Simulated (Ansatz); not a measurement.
The cell is Ge2Sb2Te5 (P-3m1) from a database structure; cell and atoms were relaxed with r2SCAN+rVV10. It is trigonal, P-3m1 (No. 164); a = 4.243 Å, c = 17.318 Å in the conventional setting, 30.00 Å³ an atom. Around Ge lie 6 Te at 2.96–2.99 Å; around Sb lie 6 Te at 2.98–3.18 Å; around Te lie 6 Ge at 2.99 Å; around Te lie 3 Ge at 2.96 Å and 3 Sb at 3.18 Å; around Te lie 3 Sb at 2.98 Å.

```
Ge Sb Te
1.0
     4.24272    0.00000    0.00000
    -2.12136    3.67431    0.00000
     0.00000    0.00000   17.31821
Ge Sb Te
2 2 5
Direct
  0.33333 0.66667 0.90091
  0.66667 0.33333 0.09909
  0.00000 0.00000 0.68796
  0.00000 0.00000 0.31204
  0.00000 0.00000 0.00000
  0.66667 0.33333 0.80518
  0.33333 0.66667 0.19482
  0.33333 0.66667 0.58974
  0.66667 0.33333 0.41026
```

4 runs of the plane-wave code Ansatz on this cell differ in the functional (and in the settings that go with it). Levels are in eV from each run's valence top; v1 is the last filled band, c1 the first empty one.

Run A, mean stress +0.1 GPa (compression positive):
```
point     v5     v3     v1    c1    c2    c3
    Γ  -1.48  -0.93   0.00  0.64  0.64  0.79
    M  -2.39  -1.68  -0.79  0.85  1.29  1.34
    K  -3.13  -0.88  -0.79  1.16  1.16  1.53
```

Run B, mean stress +0.2 GPa (compression positive):
```
point     v5     v3     v1    c1    c2    c3
    Γ  -1.53  -0.95   0.00  1.13  1.13  1.29
    M  -2.48  -1.74  -0.81  1.34  1.81  1.84
    K  -3.26  -0.93  -0.83  1.67  1.67  2.05
```

Run C, mean stress +0.9 GPa (compression positive):
```
point     v5     v3     v1    c1    c2    c3
    Γ  -1.42  -0.91   0.00  0.39  0.39  0.65
    M  -2.30  -1.61  -0.75  0.62  1.05  1.11
    K  -2.98  -0.86  -0.76  0.92  0.92  1.26
```

Run D, mean stress -2.0 GPa (compression positive):
```
point     v5     v3     v1    c1    c2    c3
    Γ  -1.14  -0.97   0.00  0.45  0.48  0.48
    M  -1.99  -1.34  -0.76  0.62  0.97  1.13
    K  -2.69  -0.69  -0.61  0.87  0.87  1.21
```

Problem. Match the runs to LDA, r2SCAN, HSE06, PBE0.

Solution. A is HSE06, B is PBE0, C is r2SCAN, D is LDA. In order of the gap: LDA 0.36, r2SCAN 0.39, HSE06 0.61, PBE0 1.04 eV.

No spin polarisation and no zero-point or thermal motion.

No spin-orbit coupling is included; it can move band edges with weight on the heavy atoms by tenths of an eV.

The stress of a hybrid is loosely converged in these runs.

The meshes of the hybrids are coarse, so their gaps aren't converged to the digits shown.
